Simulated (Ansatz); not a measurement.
Y2Si in space group P-62m (No. 189; Y on 3f, Y on 3g, Si on 1b, Si on 2c) at seven volumes, the program Ansatz at the PBE level (PAW), shape and atoms relaxed at each. One row is withheld.

| V (Å³/atom) | P (GPa) |
|---|---|
| 22.858 | 7.20 |
| 23.612 | 4.46 |
| 24.365 | 2.08 |
| 25.119 | 0.00 |
| 25.872 | -1.83 |
| 26.626 | -3.42 |
| 27.379 | ? |

Question: Fit the shown pressures and predict the withheld one.

Answer: P = (3/2)B₀(x^(7/2) − x^(5/2))[1 + (3/4)(B′ − 4)(x − 1)] with x = (V₀/V)^(2/3). Least squares on the six rows gives V₀ = 25.117 Å³/atom, B₀ = 64.9 GPa, B′ = 3.47. At V = 27.379, x = 0.9441 and P = -4.82 GPa. The run itself gave -4.81 GPa.

A made-up cell: these elements were put on the sites of a structure type; neither database checked (COD, Materials Project) lists it. Its standing as an ambient phase is unchecked. Symmetry was held in the PBE relaxation; its stability against distortions is not shown here. The run is not spin-polarised.

Potentials: the later of the program's two PAW sets.
